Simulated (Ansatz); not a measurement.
NbSi₂ (CrSi2 type, space group P6_222)

```
CELL_PARAMETERS angstrom
      4.76747     0.00000     0.00000
     -2.38374     4.12875     0.00000
      0.00000     0.00000     6.57579
ATOMIC_POSITIONS crystal
  Nb 0.50000 0.00000 0.00000
  Nb 0.50000 0.50000 0.33333
  Nb 0.00000 0.50000 0.66667
  Si 0.15965 0.31929 0.00000
  Si 0.84035 0.15965 0.33333
  Si 0.68071 0.84035 0.66667
  Si 0.84035 0.68071 0.00000
  Si 0.15965 0.84035 0.33333
  Si 0.31929 0.15965 0.66667
```

This relaxed cell (volume V₀) is scaled evenly in all directions, its shape held. The atoms relax within the cell's symmetry.

All values below come from PBEsol (plane waves to 420 eV, PAW, scalar-relativistic; Ansatz, a first-principles code). k mesh 12×12×8 (Γ-centred), Fermi-Dirac smearing 0.05 eV. E stands for the smeared free energy. With the shape held, the modulus is that of even scaling; a crystal free to change shape is softer. NbSi2 is run without spin polarisation. NbSi2 was relaxed with its symmetry unable to fall. The zero of ΔE is the relaxed starting cell. The last digit holds for this mesh only.

```tsv
V (Å³/atom)	ΔE (meV/atom)
12.944	101.6
13.231	62.6
13.519	33.9
13.807	14.6
14.094	3.5
14.382	0.0
14.669	3.3
14.957	12.6
15.245	27.4
15.532	47.1
15.820	71.3
```

Question: What is the fitted pressure derivative B₀′?

Answer: 4.3.

Question: What bulk modulus at fixed cell shape B₀ follows from a third-order Birch-Murnaghan fit?

Answer: 188 GPa. Check by three points about V = 14.382 Å³/atom, step 0.575: d²E/dV² ≈ (15 − 2·0 + 13) meV / 0.575² = 0.0846 eV/Å⁶, and V·d²E/dV² × 160.2 = 195 GPa.

(A scan under strain: stresses follow from slopes of the energy per volume, elastic moduli from its curvatures.)
